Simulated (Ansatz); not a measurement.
TiAl:
```xyz
2
Lattice="2.8121 0.0000 0.0000 -1.4060 2.4353 0.0000 0.0000 0.0000 4.5907" Properties=species:S:1:pos:R:3 pbc="T T T"
Ti     0.0000     0.0000     0.0000
Al     0.0000     1.6235     2.2953
```

Relaxed with LDA. Special points in fractions of this cell's reciprocal vectors: Γ (0.000, 0.000, 0.000); M (0.500, 0.000, 0.000); K (0.333, 0.333, 0.000); A (0.000, 0.000, 0.500); L (0.500, 0.000, 0.500); H (0.333, 0.333, 0.500).

Q: List the band energies nearest the Fermi level at these points for DFT-LDA in the program Ansatz with PAW potentials.

A: In eV from the Fermi level; about four levels below and three above (degenerate sets whole), none deeper than 8.9 eV; points with the same levels are listed once.

```tsv
k	below	above
Γ	-2.36 -1.81	1.31 1.31 2.91 2.91
M	-3.83 -2.82 -1.69 -1.11	2.18 4.23 4.31
K	-1.71 -1.69 -0.63 -0.10	2.00 2.97 4.38
A	-8.24 -5.34 -0.50	1.32 1.32 2.83 2.83
L	-3.82 -2.44 -1.94	0.68 0.97 1.97
H	-2.14 -2.02 -0.69 -0.60	0.02 1.29 3.41
```

Space group P-6m2. The workflow started from a Materials Project entry (that database holds measured and hypothetical structures alike); the Crystallography Open Database copy checked does not list it. With Ti and Al taken as one species the cell has the higher symmetry P6_3/mmc, so it may be an ordered model of a mixed-site phase. It is not the phase usual at ambient conditions (space group No. 123). The cell was relaxed with LDA under the symmetry of its start; whether a distortion lowers the energy is not shown. The run is not spin-polarised.

Potentials: the earlier of the program's two PAW sets. The files were generated under PBE; for other functionals the program regenerates the frozen cores, and for LDA and PBEsol the local potential too.
